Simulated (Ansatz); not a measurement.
GePd:
```yaml
crystal:
  lattice:
    - [5.61320, 0.00000, 0.00000]
    - [-2.80660, 4.86117, 0.00000]
    - [0.00000, 0.00000, 4.01294]
  atoms:
    - { symbol: Pd, position: [0.50000, 0.00000, 0.00000] }
    - { symbol: Pd, position: [0.50000, 0.50000, 0.00000] }
    - { symbol: Pd, position: [0.00000, 0.50000, 0.00000] }
    - { symbol: Ge, position: [0.00000, 0.00000, 0.00000] }
    - { symbol: Ge, position: [0.33333, 0.66667, 0.50000] }
    - { symbol: Ge, position: [0.66667, 0.33333, 0.50000] }
```

Relaxed with PBE. Special points in fractions of this cell's reciprocal vectors: Γ (0.000, 0.000, 0.000); M (0.500, 0.000, 0.000); K (0.333, 0.333, 0.000); A (0.000, 0.000, 0.500); L (0.500, 0.000, 0.500); H (0.333, 0.333, 0.500).

Problem. List the band energies nearest the Fermi level at these points for PBE (plane waves, PAW; program Ansatz).

Solution. In eV from the Fermi level; about four levels below and three above (degenerate sets whole), none deeper than 8.9 eV; points with the same levels are listed once.

```tsv
k	below	above
Γ	-2.24 -1.52 -1.38 -0.90	0.95 0.95 2.48
M	-2.35 -2.32 -0.28 -0.09	1.05 1.29 1.99
K	-1.95 -0.19 0.00 0.00	2.27 2.32 2.32
A	-0.90 -0.72 -0.46 -0.22	3.43 3.43 4.44 4.44
L	-2.25 -1.55 -1.30 -0.23	0.53 2.49 3.33
H	-2.39 -2.39 -1.90 -1.32	0.53 2.41 2.41
```

Space group P6/mmm. The cell is a constructed one: a structure type filled with these elements; neither database checked (COD, Materials Project) lists it. COD files the formula under space group No. 62, so this cell is another polymorph or a model. Its standing as an ambient phase is unchecked. The PBE relaxation kept the symmetry of its start; whether a distortion lowers the energy is not shown. No spin polarisation was allowed. Scalar-relativistic: spin–orbit coupling is off unless named, which matters more the heavier the elements.

Potentials: the later of the program's two PAW sets.
